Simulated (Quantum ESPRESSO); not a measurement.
Al3SiO5N, convergence and cost over cutoff and k mesh

Simulated, not a measurement. The program is pw.x of Quantum ESPRESSO 7.5 (plane-wave density functional theory). The cell is made up: 10 atoms on a corundum lattice, with randomly drawn elements, strain and displacements, not relaxed. PseudoDojo standard norm-conserving files (v0.5 for PBE, v0.4.1 for LDA and PBEsol) set the functional; there is no spin polarisation, spin-orbit coupling or dispersion term, and the masses in the input are unused placeholders.

Input of the run in row 4:

```
&control calculation='scf', pseudo_dir='./dojo.nc.sr.pbe.v0_5.standard.upf', outdir='./o', disk_io='low', tprnfor=.true., tstress=.true. /
&system ibrav=0, nat=10, ntyp=4, nbnd=30, ecutwfc=84.00895049, nosym=.true., tot_charge=0,
 occupations='smearing', smearing='fd', degauss=0.0018374661
/
&electrons conv_thr=7.350e-09, electron_maxstep=60, /
ATOMIC_SPECIES
Al 1.0 Al.upf
N 1.0 N.upf
O 1.0 O.upf
Si 1.0 Si.upf
CELL_PARAMETERS angstrom
2.3509 1.3573 4.275
-2.3509 1.3573 4.275
0.0 -2.7146 4.275
ATOMIC_POSITIONS angstrom
Al 0.0878 -0.0072 4.4787
Al -0.0107 0.0184 2.0301
Al -0.0308 -0.0082 8.3098
Si 0.0156 -0.0595 11.0283
O -0.84 1.3144 7.4423
O -0.6908 -1.512 7.5419
O 1.6676 0.1764 7.5673
O 0.9912 -1.2403 5.3318
N 0.6087 1.5265 5.5
O -1.5834 -0.2747 5.3163
K_POINTS automatic
6 6 6 1 1 1
```

The same cell was run at these settings. Meshes are shifted by half a step, and differences are from the last row, which is itself not exact.

```
cutoff (eV)     k mesh  k points solved  threshold (eV)  free energy less the last row's (eV)  pressure (GPa)  largest stress difference (GPa)  largest force difference (eV/Å)  iterations  wall time (s)  k-point pools                  processor
        800  2 x 2 x 2                4           1e-04                                 0.833            9.58                            11.62                            0.057           8             11              4  Intel Xeon, 2023 or later
       1143  2 x 2 x 2                4           1e-07                                 0.017           20.85                             0.23                            0.052          12             16              4  Intel Xeon, 2023 or later
        700  6 x 6 x 6              108           1e-07                                 2.787           -7.53                            28.49                            0.035          12             63              4  Intel Xeon, 2023 or later
       1143  6 x 6 x 6              108           1e-07                                 0.003           20.88                             0.01                            0.000          12            124              4  Intel Xeon, 2023 or later
       1437  8 x 8 x 8              256           1e-07                                 0.000           20.89                             0.00                            0.000          12            465              4  Intel Xeon, 2023 or later
```

Each pool is one process. Wall times include start-up and a band step at six k points, which weighs most on the coarsest meshes. The runs were on shared virtual cores whose load varied, so times are rough.